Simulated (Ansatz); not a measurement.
Be:
```xyz
1
Lattice="0.0000 1.5789 1.5789 1.5789 0.0000 1.5789 1.5789 1.5789 0.0000" Properties=species:S:1:pos:R:3 pbc="T T T"
Be     0.0000     0.0000     0.0000
```

Relaxed with PBE. Special points in fractions of this cell's reciprocal vectors: Γ (0.000, 0.000, 0.000); X (0.500, 0.000, 0.500); U (0.625, 0.250, 0.625); K (0.375, 0.375, 0.750); L (0.500, 0.500, 0.500); W (0.500, 0.250, 0.750).

Question: List the band energies nearest the Fermi level at these points for PBE in the plane-wave PAW code Ansatz.

Answer: In eV from the Fermi level; about four levels below and three above (degenerate sets whole), none deeper than 8.9 eV; … stands for higher levels left out; points with the same levels are listed once.

```tsv
k	below	above
Γ	–	…
X	-2.73	…
U	-0.91	…
L	-5.36	…
```

Space group Fm-3m (fcc (Cu type)). The start of the workflow was typed in or built on a structure type; neither database checked (COD, Materials Project) lists it. It is not the phase usual at ambient conditions (space group No. 194). The PBE relaxation kept the symmetry of its start; its stability against distortions is not shown here.

Potentials: the earlier of the program's two PAW sets.
